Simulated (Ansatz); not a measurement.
The start is a relaxed Cu2O cell, doubled along one cell vector, shaken by Gaussian noise of σ = 0.08 Å a coordinate. A full variable-cell relaxation at zero pressure is run with r2SCAN (plane waves to 500 eV, PAW, scalar-relativistic; Ansatz, a quantum-chemistry and plane-wave program). The first steps use a coarse 3×6×6 k-mesh.

Input geometry:
```yaml
crystal:
  lattice:
    - [8.48906, 0.00000, 0.00000]
    - [0.00000, 4.24453, 0.00000]
    - [0.00000, 0.00000, 4.24453]
  atoms:
    - { symbol: Cu, position: [0.37525, 0.72960, 0.75015] }
    - { symbol: Cu, position: [0.86996, 0.74542, 0.72305] }
    - { symbol: Cu, position: [0.36880, 0.27190, 0.25521] }
    - { symbol: Cu, position: [0.87617, 0.27436, 0.27165] }
    - { symbol: Cu, position: [0.11870, 0.76752, 0.24128] }
    - { symbol: Cu, position: [0.61484, 0.75307, 0.27158] }
    - { symbol: Cu, position: [0.12162, 0.24642, 0.79062] }
    - { symbol: Cu, position: [0.61962, 0.20826, 0.74431] }
    - { symbol: O, position: [0.99271, 0.03264, 0.97433] }
    - { symbol: O, position: [0.49842, 0.97774, 0.04156] }
    - { symbol: O, position: [0.25672, 0.50239, 0.50357] }
    - { symbol: O, position: [0.75375, 0.48967, 0.52284] }
```

### Question
What pressure does the first self-consistent step give?

### Answer
+4.5 GPa (positive: the cell is compressed).

### Question
Which atoms feel the largest initial force, and how large is it?

### Answer
6.43 eV/Å, on Cu7 (atoms numbered as listed).

### Question
How much energy is released per atom?

### Answer
0.13 eV/atom.

### Question
Is the parent structure recovered?

### Answer
It relaxes back to the parent, Pn-3m (No. 224).

### Question
What band gap does the relaxed structure have at this level?

### Answer
0.79 eV, direct at Γ (no spin-orbit coupling).

Final structure:

```cif
data_Cu4O2
_chemical_formula_sum 'Cu4 O2'
_space_group_name_H-M_alt 'Pn-3m :1'
_space_group_IT_number 224
_space_group_name_Hall 'P 4n 2 3 -1n'
_cell_length_a 4.24453
_cell_length_b 4.24453
_cell_length_c 4.24453
_cell_angle_alpha 90.000
_cell_angle_beta 90.000
_cell_angle_gamma 90.000
loop_
_atom_site_label
_atom_site_type_symbol
_atom_site_symmetry_multiplicity
_atom_site_Wyckoff_symbol
_atom_site_fract_x
_atom_site_fract_y
_atom_site_fract_z
_atom_site_occupancy
Cu1 Cu 4 b 0.25000 0.25000 0.25000 1
O1 O 2 a 0.00000 0.00000 0.00000 1
```

Final values are on a 8×8×8 k-mesh of the relaxed cell. No spin polarisation in the result.
